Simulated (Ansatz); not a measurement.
The start is a relaxed Ru cell, doubled along one cell vector, shaken by Gaussian noise of σ = 0.08 Å a coordinate. Cell shape, volume and atoms are optimised at zero target pressure with r2SCAN (plane waves to 500 eV, PAW, scalar-relativistic; Ansatz, an electronic-structure program). The first steps use a coarse 15×15×7 k-mesh.

The start:
```yaml
crystal:
  lattice:
    - [-1.59976, 1.59976, 1.36427]
    - [1.59976, -1.59976, 1.36427]
    - [3.19951, 3.19951, -2.72855]
  atoms:
    - { symbol: Ru, position: [0.51217, 0.51759, 0.98176] }
    - { symbol: Ru, position: [0.42922, 0.47256, 0.50387] }
```

| Item | Result |
|---|---|
| Initial pressure | +3.1 GPa (positive: the cell is compressed) |
| Largest initial force | 1.30 eV/Å, on Ru1, Ru2 (atoms numbered as listed) |
| Relative to the parent | It does not go back: it reaches P6₃/mmc (No. 194), hcp (Mg type), 0.58 eV/atom below the parent |
| Shortest distances (start → end) | The closest pairs of elements (up to four, under 3.6 Å), start → end: Ru–Ru 2.44 → 2.64 Å |
| Band gap at the end | zero (metallic) |
| Optimiser moves | 11 |

Relaxed structure:

```cif
data_Ru2
_chemical_formula_sum 'Ru2'
_space_group_name_H-M_alt 'P63/mmc'
_space_group_IT_number 194
_space_group_name_Hall '-P 6c 2c'
_cell_length_a 2.70581
_cell_length_b 2.70581
_cell_length_c 4.26228
_cell_angle_alpha 90.000
_cell_angle_beta 90.000
_cell_angle_gamma 120.000
loop_
_atom_site_label
_atom_site_type_symbol
_atom_site_symmetry_multiplicity
_atom_site_Wyckoff_symbol
_atom_site_fract_x
_atom_site_fract_y
_atom_site_fract_z
_atom_site_occupancy
Ru1 Ru 2 d 0.66667 0.33333 0.25000 1
```

Final values are on a 20×20×11 k-mesh of the relaxed cell. No spin polarisation in the result.

The run could not lose the symmetry of its start.

Of the parent cell (I4/mmm (No. 139)): it is a generated cell of Ru: the first start was made by a random draw of sites in a space group, and the end was not matched to a known phase here, so it may be hypothetical. Known forms of Ru include space group No. 194.
